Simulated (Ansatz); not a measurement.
Ta₄GaSe₈:
```
Ta4GaSe8
1.0
    0.00000     5.22040     5.22040
    5.22040     0.00000     5.22040
    5.22040     5.22040     0.00000
Ta Ga Se
4 1 8
Cartesian
  1.06600   4.15440   4.15440
  1.06600   1.06600   1.06600
  4.15440   4.15440   1.06600
  4.15440   1.06600   4.15440
  5.22040   5.22040   5.22040
  9.02953   6.63166   6.63166
  9.02953   9.02953   9.02953
  6.63166   6.63166   9.02953
  6.63166   9.02953   6.63166
  3.81317   6.62763   6.62763
  3.81317   3.81317   3.81317
  6.62763   6.62763   3.81317
  6.62763   3.81317   6.62763
```

This is the r²SCAN-relaxed structure.

All from the program Ansatz at the r²SCAN level (PAW), unless another level is named. Predict the electronic character.

metallic (no gap).

Predict the formation energy from the elements (no fitted shifts).

-0.88 eV/atom.

Give the density of states at the Fermi level.

0.66 states/eV per atom (mean over ±0.08 eV).

Predict the gap with spin–orbit coupling.

none (metallic).

Space group F-43m. The workflow started from a Materials Project entry (that database holds measured and hypothetical structures alike); the Crystallography Open Database files this formula in space group No. 216, but the cells were not matched. Its standing as an ambient phase is unchecked. The r²SCAN relaxation kept the symmetry of its start; whether a distortion lowers the energy is not shown. No spin polarisation was allowed. With an odd number of electrons in the cell and no spin polarisation, the count alone makes it a metal. The references are the lowest solids computed at this level, not always the standard phases. Spin–orbit coupling is left out wherever it is not named.

Potentials: the earlier of the program's two PAW sets.
